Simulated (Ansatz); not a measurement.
**Band structure of Na**

```
CELL_PARAMETERS angstrom
-2.11750 2.11750 2.11750
2.11750 -2.11750 2.11750
2.11750 2.11750 -2.11750
ATOMIC_POSITIONS crystal
Na 0.00000 0.00000 0.00000
```

Conventional cell: a = 4.235 Å, b = 4.235 Å, c = 4.235 Å, α = 90.00°, β = 90.00°, γ = 90.00°. Na (atom 1) is surrounded by 8 Na at 3.67 Å.

Structure: COD 9011002, as refined from experiment and not relaxed.

The calculation used Ansatz 0.2.0, DFT, PBEsol, all-electron LAPW, scalar-relativistic.

Settings: a Γ-centred 11×11×11 k mesh, Fermi–Dirac smearing of 0.03 eV, basis error target 0.5 meV/atom, no spin polarisation.

Points in fractions of the reciprocal vectors of this cell: Γ (0, 0, 0), H (0.5, -0.5, 0.5), N (0, 0, 0.5), P (0.25, 0.25, 0.25). The path joins them by straight lines in the order Γ–H–N–Γ–P–H–P–N; legs that retrace an earlier one aren't tabulated. Energies are in eV from the Fermi level.

Q: Is there a gap?

A: none: with an odd electron count and no spin polarisation the bands can't all be full, a metal in this set-up (spin order or a larger cell could open a gap).

Q: List the levels between -14 and 4 eV at the symmetry points.

A: 
Γ: -3.23
H: none in this range
N: 0.73, 1.19
P: 2.66 (×3)
